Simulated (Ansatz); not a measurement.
## RbTi: relaxation of cell and atoms

Theory: Ansatz 0.2.0, DFT, PBEsol, PAW with Ansatz's default frozen-core files, scalar-relativistic.

Command: `ansatz run input.yaml --threads 1 --pin off --max-ram 2048MiB --backend cpu --events-out ev --progress --plain --runs-dir out` The run took 13 s on 1 thread of Intel(R) Xeon(R) Processor @ 2.50GHz (Skylake/Cascade Lake), on a shared host, peak memory 0.39 GiB.

```yaml
crystal:
  lattice:
    - [4.0063785807, 0.0, 0.0]
    - [0.0, 4.0063785807, 0.0]
    - [0.0, 0.0, 4.0063785807]
  atoms:
    - { symbol: Rb, position: [0.0, 0.0, 0.0] }
    - { symbol: Ti, position: [0.5, 0.5, 0.5] }
kpoints:
  mp_grid: { grid: [10, 10, 10] }
scf:
  occupations: { method: fermi_dirac, width: 0.03 }
hamiltonian:
  xc: pbesol
  pseudopotentials: { kind: paw }
output:
  forces: true
  stress: true
  write_density: true
  write_potential: true
  elf: true
  volumetric_format: npy
relax:
  f_tol: 0.005
  max_steps: 80
  cell: {}
```

Spin polarisation is left out, and whether a magnetic state lies lower isn't shown here.

The cell is built from the CsCl type as a first guess.

The cutoff is 420 eV; energies and pressures of the walk include the program's estimate of the Pulay term. The PAW files were made with PBE; their cores are remade for this functional.

Each frame lists the cell vectors (Å), then Cartesian positions (Å); symmetry keeps all forces zero. Free energies count from the first step, -5687.0393 eV.

Step 1: E = 0.0 meV, P = 0.04 GPa

```
cell 4.0064 0.0000 0.0000 0.0000 4.0064 0.0000 0.0000 0.0000 4.0064
Rb    0.0000    0.0000    0.0000
Ti    2.0032    2.0032    2.0032
```

Step 2: E = 0.0 meV, P = 0.04 GPa

(1) How does the relaxation end?

Answers

(1) It converges, with a = 4.006 Å, b = 4.006 Å, c = 4.006 Å, α = 90.00°, β = 90.00°, γ = 90.00° (conventional cell, space group Pm-3m).
